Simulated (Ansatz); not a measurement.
Input:

Br:
```yaml
crystal:
  lattice:
    - [-1.29815, 1.59887, 3.61176]
    - [1.29815, -1.59887, 3.61176]
    - [1.29815, 1.59887, -3.61176]
  atoms:
    - { symbol: Br, position: [0.00000, 0.00000, 0.00000] }
```

This is the PBEsol-relaxed structure.

**Question.** All from plane-wave PAW PBEsol (Ansatz code), unless another level is named. Give the electronic character.

**Answer.** metallic (no gap).

**Question.** Predict the density of states at the Fermi level.

**Answer.** 0.45 states/eV per atom (mean over ±0.08 eV).

Space group Immm. The workflow started from a Materials Project entry (that database holds measured and hypothetical structures alike); the Crystallography Open Database copy checked does not list it. It is not the usual solid phase (space group No. 64). The PBEsol relaxation kept the symmetry of its start; whether a distortion lowers the energy is not shown. The substance is a gas or liquid at ambient conditions. With an odd number of electrons in the cell and no spin polarisation, the count alone makes it a metal. Scalar-relativistic: spin–orbit coupling is off unless named, which matters more the heavier the elements.

Potentials: the later of the program's two PAW sets.
